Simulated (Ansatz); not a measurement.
Pd (diamond, Fd-3m) under volume change, DFT-PBE in the program Ansatz with PAW potentials, scaled uniformly.

```json
[
 {"V (Å³/atom)": "22.282", "E − E(relaxed) (meV/atom)": "50.1", "P (GPa)": "8.05"},
 {"V (Å³/atom)": "23.016", "E − E(relaxed) (meV/atom)": "20.8", "P (GPa)": "4.83"},
 {"V (Å³/atom)": "23.751", "E − E(relaxed) (meV/atom)": "4.9", "P (GPa)": "2.19"},
 {"V (Å³/atom)": "24.485", "E − E(relaxed) (meV/atom)": "0.0", "P (GPa)": "0.01"},
 {"V (Å³/atom)": "25.220", "E − E(relaxed) (meV/atom)": "4.3", "P (GPa)": "-1.82"},
 {"V (Å³/atom)": "25.955", "E − E(relaxed) (meV/atom)": "16.2", "P (GPa)": "-3.32"},
 {"V (Å³/atom)": "26.689", "E − E(relaxed) (meV/atom)": "34.3", "P (GPa)": "-4.53"}
]
```

**Question.** What does a third-order Birch–Murnaghan fit give for V₀, B₀ and B′?

**Answer.** V₀ = 24.48 Å³/atom, B₀ = 66.3 GPa, B′ = 5.4.

The start of the workflow was typed in or built on a structure type; neither database checked (COD, Materials Project) lists it. It is not the phase usual at ambient conditions (space group No. 225). The cell was relaxed with PBE under the symmetry of its start; whether a distortion lowers the energy is not shown. The run is not spin-polarised.

Potentials: the earlier of the program's two PAW sets.
